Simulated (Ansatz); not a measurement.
La:
```
La
1.0
    3.76443     0.00000     0.00000
   -1.88222     3.26009     0.00000
    0.00000     0.00000    12.09948
La
4
Direct
  0.00000   0.00000   0.00000
  0.00000   0.00000   0.50000
  0.33333   0.66667   0.25000
  0.66667   0.33333   0.75000
```

Relaxed with PBE. Special points in fractions of this cell's reciprocal vectors: Γ (0.000, 0.000, 0.000); M (0.500, 0.000, 0.000); K (0.333, 0.333, 0.000); A (0.000, 0.000, 0.500); L (0.500, 0.000, 0.500); H (0.333, 0.333, 0.500).

List the band energies nearest the Fermi level at these points for DFT-PBE in the program Ansatz with PAW potentials.

In eV from the Fermi level; about four levels below and three above (degenerate sets whole), none deeper than 8.9 eV; points with the same levels are listed once.

```
k                          below                above
-  -----------------------------  -------------------
Γ        -3.23 -1.90 -1.90 -1.77       0.48 0.61 1.21
M        -1.08 -0.67 -0.30 -0.21       0.42 0.91 1.17
K  -0.91 -0.91 -0.67 -0.52 -0.52       0.01 0.17 0.17
A        -2.77 -2.77 -1.70 -1.70  0.76 0.76 1.18 1.18
L        -1.40 -1.40 -1.07 -1.07  0.63 0.63 1.20 1.20
H        -0.03 -0.03 -0.03 -0.03  0.85 0.85 0.87 0.87
```

Space group P6_3/mmc (dhcp (α-La type)). Symmetry was held in the PBE relaxation. Scalar-relativistic: spin–orbit coupling is off unless named, which matters more the heavier the elements.

Potentials: the later of the program's two PAW sets.
